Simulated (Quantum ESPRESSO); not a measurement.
WHf2O6F2, convergence and cost over cutoff and k mesh

A calculation, not a measurement. The program is pw.x of Quantum ESPRESSO 7.5 (plane-wave density functional theory). The cell is made up: 11 atoms on a rutile lattice with one site empty, with randomly drawn elements, strain and displacements, not relaxed. PseudoDojo standard norm-conserving files (v0.5 for PBE, v0.4.1 for LDA and PBEsol) set the functional; there is no spin polarisation, spin-orbit coupling or dispersion term, and the masses in the input are unused placeholders.

The hafnium pseudopotential is less sure than the others, with forces about 3 percent (worst 6) and pressure in oxides about 1.5 GPa (worst 2.7) from a second method in checks, which no rerun with the same files tests.

Input of the run in row 4:

```
&control calculation='scf', pseudo_dir='./dojo.nc.sr.pbe.v0_5.standard.upf', outdir='./o', disk_io='low', tprnfor=.true., tstress=.true. /
&system ibrav=0, nat=11, ntyp=4, nbnd=50, ecutwfc=84.00895049, nosym=.true., tot_charge=0,
 occupations='smearing', smearing='fd', degauss=0.0018374661
/
&electrons conv_thr=7.350e-09, electron_maxstep=60, /
ATOMIC_SPECIES
F 1.0 F.upf
Hf 1.0 Hf.upf
O 1.0 O.upf
W 1.0 W.upf
CELL_PARAMETERS angstrom
4.8724 -0.0371 0.0805
-0.0371 4.9129 -0.0068
0.107 -0.0091 6.562
ATOMIC_POSITIONS angstrom
W 0.0373 -0.0484 -0.0918
Hf 2.5912 2.3863 1.7776
Hf 0.1168 0.1462 3.3905
O 1.5006 1.4334 -0.0112
F 3.3538 3.4779 0.0839
O 3.9301 1.0456 1.7361
O 1.0276 3.9504 1.6142
F 1.5919 1.4563 3.2277
O 3.3656 3.3303 3.3593
O 4.0598 0.9882 5.0027
O 0.9215 3.8283 4.8175
K_POINTS automatic
5 5 4 1 1 1
```

The same cell was run at these settings. Meshes are shifted by half a step, and differences are from the last row, which is itself not exact.

| cutoff (eV) | k mesh | k points solved | threshold (eV) | free energy less the last row's (eV) | pressure (GPa) | largest stress difference (GPa) | largest force difference (eV/Å) | iterations | wall time (s) | k-point pools | processor |
| --- | --- | --- | --- | --- | --- | --- | --- | --- | --- | --- | --- |
| 800 | 2 x 2 x 2 | 4 | 1e-04 | 1.371 | -25.82 | 10.20 | 0.053 | 14 | 39 | 4 | AMD EPYC, older |
| 1143 | 1 x 1 x 1 | 1 | 1e-07 | 0.392 | -14.90 | 2.52 | 0.530 | 19 | 57 | 4 | AMD EPYC, older |
| 589 | 5 x 5 x 4 | 50 | 1e-07 | 15.501 | -75.49 | 59.87 | 0.166 | 18 | 200 | 4 | AMD EPYC, older |
| 1143 | 5 x 5 x 4 | 50 | 1e-07 | 0.004 | -15.77 | 0.02 | 0.003 | 21 | 594 | 4 | AMD EPYC, older |
| 1437 | 7 x 7 x 6 | 147 | 1e-07 | 0.000 | -15.75 | 0.00 | 0.000 | 20 | 2097 | 4 | AMD EPYC, older |

Each pool is one process. Wall times include start-up and a band step at six k points, which weighs most on the coarsest meshes. The runs were on shared virtual cores whose load varied, so times are rough.